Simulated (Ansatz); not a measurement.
In (diamond, space group No. 227) under volume change, DFT-r²SCAN in the program Ansatz with PAW potentials, scaled uniformly.

| V (Å³/atom) | E − E(relaxed) (meV/atom) | P (GPa) |
|---|---|---|
| 32.917 | ? | ? |
| 34.002 | 12.1 | 1.94 |
| 35.088 | 2.8 | 0.86 |
| 36.173 | 0.0 | 0.00 |
| 37.258 | ? | ? |
| 38.343 | 9.8 | -1.39 |
| 39.428 | 21.1 | -1.91 |

Question: Complete the blanks.

Answer: 
- 37.258, E − E(relaxed) (meV/atom): 2.6
- 37.258, P (GPa): -0.74
- 32.917, E − E(relaxed) (meV/atom): 29.6
- 32.917, P (GPa): 3.25

Question: What does a third-order Birch–Murnaghan fit give for V₀, B₀ and B′?

Answer: V₀ = 36.15 Å³/atom, B₀ = 27.3 GPa, B′ = 5.0.

Space group Fd-3m (diamond). The start of the workflow was typed in or built on a structure type; neither database checked (COD, Materials Project) lists it. It is not the phase usual at ambient conditions (space group No. 139). Symmetry was held in the r²SCAN relaxation. At this level the phase is mechanically unstable.

Potentials: the later of the program's two PAW sets.
